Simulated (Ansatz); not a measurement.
An Ansatz (a quantum-chemistry and plane-wave program) input:

Ansatz 0.2 input:
```yaml
crystal:
  lattice:
    - [3.1499728344, 0.0, 0.0]
    - [-1.5749864172, 2.7279564958, 0.0]
    - [0.0, 0.0, 7.8163429764]
  atoms:
    - { symbol: Sc, position: [0.3333333333, 0.6666666667, 0.7168099589] }
    - { symbol: Sc, position: [0.3333333333, 0.6666666667, 0.2831900411] }
    - { symbol: Ge, position: [0.0, 0.0, 0.0] }
    - { symbol: B, position: [0.0, 0.0, 0.5] }
    - { symbol: B, position: [0.6666666667, 0.3333333333, 0.5] }
kpoints:
  mp_grid: { grid: [11, 11, 4] }
  band_path:
    path:
      - [[0.0, 0.0, 0.0], [0.5, 0.0, 0.0], [0.3333333333, 0.3333333333, 0.0], [0.0, 0.0, 0.0], [0.0, 0.0, 0.5], [0.5, 0.0, 0.5], [0.3333333333, 0.3333333333, 0.5], [0.0, 0.0, 0.5]]  # Γ-M-K-Γ-A-L-H-A
      - [[0.5, 0.0, 0.5], [0.5, 0.0, 0.0]]  # L-M
      - [[0.3333333333, 0.3333333333, 0.5], [0.3333333333, 0.3333333333, 0.0]]  # H-K
    npoints: 8
basis: { xc_grid: 2 }
hamiltonian:
  xc: pbesol
  pseudopotentials: { azcp: { folder: ./paw }, kind: paw_fr }
magnetization: { noncollinear: true, spin_orbit: true }
scf:
  n_extra_bands: 12
  convergence: { dr2_threshold: 0.0000000001 }
  occupations: { method: gaussian, width: 0.05 }
output: { eigenvalues: true }
```

Question: How many symmetry operations and irreducible k-points will the run report?

Answer: 12 operations, 48 of 484 k-points.

Question: With a cutoff of 420 eV, how many plane waves at Γ?

Answer: 1275.

It took roughly 80 core-seconds on shared server cores.

Space group P-6m2. The start of the workflow was typed in or built on a structure type; neither database checked (COD, Materials Project) lists it. Its standing as an ambient phase is unchecked. Symmetry was held in the PBEsol relaxation; whether a distortion lowers the energy is not shown. No spin polarisation was allowed.

Potentials: the earlier of the program's two PAW sets. The files were generated under PBE; for other functionals the program regenerates the frozen cores, and for LDA and PBEsol the local potential too.

Ansatz is a plane-wave DFT program.
